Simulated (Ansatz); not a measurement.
Relaxed bulk HfN:

```
Hf N
1.0
     0.00000    2.27390    2.27390
     2.27390    0.00000    2.27390
     2.27390    2.27390    0.00000
Hf N
1 1
Direct
  0.00000 0.00000 0.00000
  0.50000 0.50000 0.50000
```

Miller indices refer to the conventional cell of Fm-3m (No. 225), a = 4.548 Å, b = 4.548 Å, c = 4.548 Å, α = 90.00°, β = 90.00°, γ = 90.00°.

Computed with DFT PBE, scalar-relativistic, plane waves, PAW (Ansatz 0.2.0). Cutoff 420 eV, Gaussian smearing of 0.10 eV, no spin polarisation. A dipole correction acts along the normal.

A relaxed slab with low-index faces, about a nanometre thick, has these properties:

For this slab, the surface energy (mean of both faces) is 2.59 J/m². The work function is 3.66 eV.

(1) Which low-index plane was cut, and which atoms end it?

Spin-orbit coupling is left out, which matters for the bands of heavy elements. Spin polarisation was left out, and a magnetic state may lie lower.

Answers

(1) The (110) plane, with HfN in the top plane and HfN in the bottom one as cut, before relaxation. The planes from bottom to top: HfN, HfN, HfN, HfN, HfN, HfN, HfN.